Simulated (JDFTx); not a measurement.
System: TiB2(1 0 -1 0) (P6/mmm bulk; lattice of mp-1145, not re-optimised at this level), 1x1 cell of 11 atoms in 11 planes (B outermost, slab composition Ti3B8), area 9.77 Å² a face, 8.3 Å between the outermost planes in a cell 24.7 Å high; k mesh 8×6×1, Fermi width 0.01 Ha, no spin polarisation. Whether this polymorph is the ambient one wasn't checked. Neither spin polarisation nor a larger cell was tried.

Profiles through the double layer of this slab, charged, in CANDLE, water, 1 M NaF; PBE, GBRV ultrasoft potentials, plane waves to 20/100 Ha, JDFTx (a modified build). z is the height above the outermost atoms, φ the plane-averaged electrostatic potential energy of an electron (zero in the bulk liquid), ρ_b the bound charge of solvent and ions, s the cavity shape function (0 in the solid, 1 in the liquid).

| z (Å) | n (e/Å³) | s | φ (eV) | ρ_b (10⁻³ e/Å³) |
|---|---|---|---|---|
| 0.88 | 0.0650 | 0.00 | -1.248 | -0.33 |
| 1.34 | 0.0162 | 0.00 | -0.522 | -5.43 |
| 1.80 | 0.0036 | 0.06 | -0.097 | -5.46 |
| 2.26 | 0.0008 | 0.30 | -0.048 | -0.16 |
| 2.71 | 0.0002 | 0.59 | -0.036 | 0.05 |
| 3.17 | 0.0000 | 0.87 | -0.029 | -0.01 |
| 3.63 | 0.0000 | 0.99 | -0.025 | -0.01 |
| 4.09 | 0.0000 | 1.00 | -0.021 | -0.01 |
| 4.54 | 0.0000 | 1.00 | -0.018 | -0.01 |
| 5.00 | 0.0000 | 1.00 | -0.016 | -0.01 |
| 5.46 | 0.0000 | 1.00 | -0.014 | -0.01 |
| 5.91 | 0.0000 | 1.00 | -0.012 | -0.01 |
| 6.37 | 0.0000 | 1.00 | -0.010 | -0.01 |
| 6.83 | 0.0000 | 1.00 | -0.009 | -0.01 |
| 7.29 | 0.0000 | 1.00 | -0.007 | 0.00 |
| 7.74 | 0.0000 | 1.00 | -0.006 | 0.00 |

**Question.** Is the electrode positively or negatively charged, and roughly by how much?

**Answer.** Positively: σ = 8.4 μC/cm² per face. The liquid's bound charge is of the opposite sign overall, and far from the surface φ decays with the screening length (3.0 Å).
